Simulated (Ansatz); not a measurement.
(110) slab cut from the bulk of Si, Ia-3 (No. 206); the slab's formula is Si:

```
Si
1.0
     5.75667    0.00000    0.00000
    -1.91889    5.42744    0.00000
     0.00000    0.00000   29.10090
Si
26
Direct
  0.25000 0.95140 0.25772
  0.25000 0.54860 0.25772
  0.85070 0.35070 0.29025
  0.60070 0.60070 0.30595
  0.20140 0.00000 0.33848
  0.79860 0.00000 0.33848
  0.39930 0.39930 0.37101
  0.14930 0.64930 0.38671
  0.75000 0.45140 0.41924
  0.75000 0.04860 0.41924
  0.35070 0.85070 0.45177
  0.10070 0.10070 0.46747
  0.70140 0.50000 0.50000
  0.29860 0.50000 0.50000
  0.89930 0.89930 0.53253
  0.64930 0.14930 0.54823
  0.25000 0.95140 0.58076
  0.25000 0.54860 0.58076
  0.85070 0.35070 0.61329
  0.60070 0.60070 0.62899
  0.20140 0.00000 0.66152
  0.79860 0.00000 0.66152
  0.39930 0.39930 0.69405
  0.14930 0.64930 0.70975
  0.75000 0.45140 0.74228
  0.75000 0.04860 0.74228
```

Computed with DFT r2SCAN, scalar-relativistic, plane waves, PAW in Ansatz. Plane waves to 500 eV, a k mesh through Γ of 7×7×1 on the computed 26-atom cell and Gaussian smearing (0.10 eV); no spin polarisation. The cell repeats along c with a dipole correction in the vacuum.

**Question.** What forces act on the atoms?

**Answer.**
| atom | Fx (eV/Å) | Fy (eV/Å) | Fz (eV/Å) |
| --- | --- | --- | --- |
| Si1 | 0.374 | 1.014 | 0.147 |
| Si2 | -0.668 | -0.622 | 0.651 |
| Si3 | -0.039 | 0.233 | 0.013 |
| Si4 | 0.114 | -0.168 | -0.253 |
| Si5 | 0.449 | -0.333 | 0.023 |
| Si6 | -0.089 | -0.012 | -0.669 |
| Si7 | -0.147 | -0.055 | 0.054 |
| Si8 | -0.092 | -0.131 | -0.179 |
| Si9 | 0.052 | 0.139 | -0.069 |
| Si10 | -0.040 | -0.051 | 0.156 |
| Si11 | 0.043 | 0.021 | 0.098 |
| Si12 | 0.091 | 0.071 | -0.043 |
| Si13 | 0.043 | -0.037 | 0.033 |
| Si14 | -0.043 | 0.037 | -0.033 |
| Si15 | -0.091 | -0.071 | 0.043 |
| Si16 | -0.043 | -0.021 | -0.098 |
| Si17 | 0.040 | 0.051 | -0.156 |
| Si18 | -0.052 | -0.139 | 0.069 |
| Si19 | 0.092 | 0.131 | 0.179 |
| Si20 | 0.147 | 0.055 | -0.054 |
| Si21 | 0.089 | 0.012 | 0.669 |
| Si22 | -0.449 | 0.333 | -0.023 |
| Si23 | -0.114 | 0.168 | 0.253 |
| Si24 | 0.039 | -0.233 | -0.013 |
| Si25 | 0.668 | 0.622 | -0.651 |
| Si26 | -0.374 | -1.014 | -0.147 |

The reference crystal is a form of Si, which isn't its usual structure.

Cost: 1 run of about 4.1 core-minutes, on Intel Xeon 6975P-C (Granite Rapids) (shared hosts).